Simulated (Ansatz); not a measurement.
With PBE (plane waves, PAW; program Ansatz), Ta2SiN in the hexagonal phase (P6_3/mmc; Si on 2d, Ta on 4f, N on 2a) relaxes to a = 3.231 Å, c = 12.116 Å. Si has 6 nearest neighbours from 2.64 Å (trigonal prismatic); N has 6 nearest neighbours from 2.19 Å (octahedral). Against the elements it lies at -55 kJ/mol of atoms, with no fitted shifts.

Electronic character: metallic (no gap). Gap from PBE with spin–orbit coupling: none (metallic).

The start of the workflow was typed in or built on a structure type; neither database checked (COD, Materials Project) lists it. Whether it is the stable phase at ambient conditions was not checked. The cell was relaxed with PBE under the symmetry of its start; its stability against distortions is not shown here. The run is not spin-polarised. The references are the lowest solids computed at this level, not always the standard phases (solids in place of the gases). Spin–orbit coupling is left out wherever it is not named.

Potentials: the later of the program's two PAW sets.
